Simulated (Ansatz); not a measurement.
Does relaxation matter for the field gradients of Mg2C3?

Start: a structure deposited in the COD, atoms as given.

```
CELL_PARAMETERS angstrom
2.41550 -2.35000 0.00000
2.41550 2.35000 0.00000
-1.22707 0.00000 4.83328
ATOMIC_POSITIONS crystal
Mg 0.80870 0.80870 0.20110
Mg 0.19130 0.19130 0.79890
C 0.29890 0.29890 0.26150
C 0.70110 0.70110 0.73850
C 0.50000 0.50000 0.50000
```

Atoms are numbered from 1 in the order listed; like atoms form one site, named after its first atom.

The numbers come from a DFT calculation in Ansatz (PBE, plane waves and PAW, scalar-relativistic, 420 eV cutoff, Γ-centred 9×9×6 k-points, Fermi–Dirac smearing 0.05 eV).

The largest force at the start is 0.48 eV/Å. Relaxing the ions at fixed cell moves them by 0.010 Å at most (atom 1, Mg) and 0.009 Å rms.

| site | atom | moved (Å) | first shell before | first shell after | V_zz before (10²¹ V/m²) | η before |
| --- | --- | --- | --- | --- | --- | --- |
| Mg | 1 | 0.010 | 9 C at 2.24–2.85 Å; also 5 Mg at 3.04–3.16 Å | 9 C at 2.24–2.86 Å; also 5 Mg at 3.02–3.16 Å | 0.67 | 0.55 |
| C3 | 3 | 0.009 | 1 C at 1.34 Å, 4 Mg at 2.24–2.37 Å; also 2 Mg at 2.55–2.85 Å | 1 C at 1.33 Å, 4 Mg at 2.24–2.37 Å; also 2 Mg at 2.56–2.86 Å | 0.97 | 0.72 |
| C5 | 5 | 0.000 | 2 C at 1.34 Å, angle 180° | 2 C at 1.33 Å, angle 180° | -4.25 | 0.09 |

Problem. How do the gradients change?

Solution. 

```
site  atom  V_zz after  η after  change of V_zz
  Mg     1        0.70     0.46           +0.03
  C3     3        0.99     0.80           +0.02
  C5     5       -4.32     0.09           -0.07
```

The largest change of V_zz is on C5, from -4.25 to -4.32. In per cent, |V_zz| changes by +5 on Mg, +2 on C (all sites that start above 0.5).
